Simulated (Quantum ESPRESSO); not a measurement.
## B4P2SeC (input and log of a self-consistent run)

Simulated, not a measurement. The program is pw.x of Quantum ESPRESSO 7.5 (plane-wave density functional theory). The cell is made up: 8 atoms on a zincblende/diamond lattice, with randomly drawn elements, strain and displacements, not relaxed. PseudoDojo standard norm-conserving files (v0.5 for PBE, v0.4.1 for LDA and PBEsol) set the functional; there is no spin polarisation, spin-orbit coupling or dispersion term, and the masses in the input are unused placeholders.

Input:

```
&control calculation='scf', pseudo_dir='./dojo.nc.sr.pbe.v0_5.standard.upf', outdir='./o', disk_io='medium', tprnfor=.true., tstress=.true. /
&system ibrav=0, nat=8, ntyp=4, nbnd=31, ecutwfc=85.99341389, nosym=.true., tot_charge=0,
 occupations='smearing', smearing='fd', degauss=0.0073498644
/
&electrons conv_thr=7.350e-09, electron_maxstep=60, /
ATOMIC_SPECIES
B 1.0 B.upf
C 1.0 C.upf
P 1.0 P.upf
Se 1.0 Se.upf
CELL_PARAMETERS angstrom
4.5556 -0.0443 -0.0326
-0.0443 4.5281 0.0108
-0.0319 0.0106 4.6172
ATOMIC_POSITIONS angstrom
B 0.0612 0.0199 0.1067
B -0.0107 2.2781 2.3399
B 2.2953 0.0004 2.2104
B 2.1718 2.1075 0.1331
P 1.0975 1.0206 1.1451
Se 1.2187 3.3248 3.5796
P 3.4568 1.1758 3.4484
C 3.4045 3.4104 1.108
K_POINTS automatic
6 6 6 1 1 1
```

The log is shortened where brackets say so; the opening notice, blank lines, dates and the lines on written files are dropped, and the path of the files is cut. It prints rydbergs, bohrs and kilobars, and counts compression as positive stress.

```
     Program PWSCF v.7.5
     Parallel version (MPI & OpenMP), running on       1 processor cores
     Number of MPI processes:                 1
     Threads/MPI process:                     1
     [start-up lines left out]
     bravais-lattice index     =            0
     lattice parameter (alat)  =       8.6095  a.u.
     unit-cell volume          =     642.6461 (a.u.)^3
     number of atoms/cell      =            8
     number of atomic types    =            4
     number of electrons       =        42.00
     number of Kohn-Sham states=           31
     kinetic-energy cutoff     =      85.9934  Ry
     charge density cutoff     =     343.9737  Ry
     scf convergence threshold =      7.3E-09
     mixing beta               =       0.7000
     number of iterations used =            8  plain     mixing
     Exchange-correlation= PBE
                           (   1   4   3   4   0   0   0)
     [axes and pseudopotential details left out]
   Cartesian axes
     site n.     atom                  positions (alat units)
         1        B      tau(   1) = (   0.0134330   0.0043679   0.0234200  )
         2        B      tau(   2) = (  -0.0023486   0.5000294   0.5135941  )
         3        B      tau(   3) = (   0.5038047   0.0000878   0.4851697  )
         4        B      tau(   4) = (   0.4766972   0.4625837   0.0292147  )
         5        P      tau(   5) = (   0.2408947   0.2240156   0.2513426  )
         6        Se     tau(   6) = (   0.2674974   0.7297738   0.7857009  )
         7        P      tau(   7) = (   0.7587471   0.2580811   0.7569033  )
         8        C      tau(   8) = (   0.7472675   0.7485625   0.2431994  )
     number of k points=   108  Fermi-Dirac smearing, width (Ry)=  0.0073
     Number of k-points >= 100: set verbosity='high' to print them.
     Dense  grid:    69233 G-vectors     FFT dimensions: (  54,  54,  54)
     Estimated max dynamical RAM per process >      84.99 MB
     Initial potential from superposition of free atoms
     starting charge      41.9986, renormalised to      42.0000
     Starting wfcs are   37 randomized atomic wfcs
     total cpu time spent up to now is       17.3 secs
     per-process dynamical memory:    66.2 Mb
     Self-consistent Calculation
     iteration #  1     ecut=    85.99 Ry     beta= 0.70
     Davidson diagonalization with overlap
     ethr =  1.00E-02,  avg # of iterations =  4.1
     total cpu time spent up to now is       63.3 secs
     total energy              =    -305.38502316 Ry
     estimated scf accuracy    <       0.58577381 Ry
     iteration #  2     ecut=    85.99 Ry     beta= 0.70
     Davidson diagonalization with overlap
     ethr =  1.39E-03,  avg # of iterations =  4.9
     total cpu time spent up to now is      113.1 secs
     total energy              =    -305.45509654 Ry
     estimated scf accuracy    <       0.41814252 Ry
     iteration #  3     ecut=    85.99 Ry     beta= 0.70
     Davidson diagonalization with overlap
     ethr =  9.96E-04,  avg # of iterations =  2.0
     total cpu time spent up to now is      153.5 secs
     total energy              =    -305.55651993 Ry
     estimated scf accuracy    <       0.06459314 Ry
     iteration #  4     ecut=    85.99 Ry     beta= 0.70
     Davidson diagonalization with overlap
     ethr =  1.54E-04,  avg # of iterations =  3.5
     total cpu time spent up to now is      196.7 secs
     total energy              =    -305.56976817 Ry
     estimated scf accuracy    <       0.00388623 Ry
     iteration #  5     ecut=    85.99 Ry     beta= 0.70
     Davidson diagonalization with overlap
     ethr =  9.25E-06,  avg # of iterations =  9.9
     total cpu time spent up to now is      248.2 secs
     total energy              =    -305.57075961 Ry
     estimated scf accuracy    <       0.00028618 Ry
     iteration #  6     ecut=    85.99 Ry     beta= 0.70
     Davidson diagonalization with overlap
     ethr =  6.81E-07,  avg # of iterations =  3.6
     total cpu time spent up to now is      288.0 secs
     total energy              =    -305.57083084 Ry
     estimated scf accuracy    <       0.00000845 Ry
     iteration #  7     ecut=    85.99 Ry     beta= 0.70
     Davidson diagonalization with overlap
     ethr =  2.01E-08,  avg # of iterations =  3.4
     total cpu time spent up to now is      323.7 secs
     total energy              =    -305.57083370 Ry
     estimated scf accuracy    <       0.00000200 Ry
     iteration #  8     ecut=    85.99 Ry     beta= 0.70
     Davidson diagonalization with overlap
     ethr =  4.77E-09,  avg # of iterations =  2.0
     total cpu time spent up to now is      353.1 secs
     total energy              =    -305.57083415 Ry
     estimated scf accuracy    <       0.00000030 Ry
     iteration #  9     ecut=    85.99 Ry     beta= 0.70
     Davidson diagonalization with overlap
     ethr =  7.03E-10,  avg # of iterations =  2.1
     total cpu time spent up to now is      386.4 secs
     total energy              =    -305.57083422 Ry
     estimated scf accuracy    <       0.00000001 Ry
     iteration # 10     ecut=    85.99 Ry     beta= 0.70
     Davidson diagonalization with overlap
     ethr =  3.35E-11,  avg # of iterations =  4.0
     total cpu time spent up to now is      427.4 secs
     End of self-consistent calculation
     [lines on levels left out]
!    total energy              =    -305.57083422 Ry
     estimated scf accuracy    <          4.5E-09 Ry
     smearing contrib. (-TS)   =      -0.00005223 Ry
     internal energy E=F+TS    =    -305.57078199 Ry
     The total energy is F=E-TS. E is the sum of the following terms:
     one-electron contribution =    -141.95449490 Ry
     hartree contribution      =      88.46351560 Ry
     xc contribution           =     -70.43331483 Ry
     ewald contribution        =    -181.64648786 Ry
     convergence has been achieved in  10 iterations
     Forces acting on atoms (cartesian axes, Ry/au):
     atom    1 type  1   force =    -0.17610644   -0.10860859   -0.03511372
     atom    2 type  1   force =    -0.06268228    0.04221650   -0.09166899
     atom    3 type  1   force =     0.13650726   -0.05585233   -0.01268127
     atom    4 type  1   force =     0.20295364    0.06939337    0.00406344
     atom    5 type  3   force =     0.00843443    0.07138819    0.12681873
     atom    6 type  4   force =    -0.05760321    0.05855036   -0.06056282
     atom    7 type  3   force =    -0.05017984   -0.06437953    0.02590259
     atom    8 type  2   force =    -0.00132356   -0.01270797    0.04324205
     Total force =     0.408809     Total SCF correction =     0.000125
     Computing stress (Cartesian axis) and pressure
          total   stress  (Ry/bohr**3)                   (kbar)     P=      -70.80
  -0.00051867   0.00034190   0.00035023          -76.30       50.29       51.52
   0.00034190  -0.00033817  -0.00016399           50.29      -49.75      -24.12
   0.00035023  -0.00016399  -0.00058713           51.52      -24.12      -86.37
     init_run     :     16.85s CPU     17.15s WALL (       1 calls)
     electrons    :    394.15s CPU    410.10s WALL (       1 calls)
     forces       :      5.11s CPU      5.17s WALL (       1 calls)
     stress       :     20.63s CPU     20.76s WALL (       1 calls)
     [timing details left out]
     PWSCF        :   7m17.04s CPU   7m33.77s WALL
     JOB DONE.
```

In other units: free energy -4157.503 eV for the cell, pressure -7.08 GPa, largest force component 5.218 eV/Å. A rerun of the same cell at another strain at 1467 eV and a 8 x 8 x 8 mesh moved values by no more than 0.002 eV in energy, 0.02 GPa in stress and 0.002 eV/Å in force.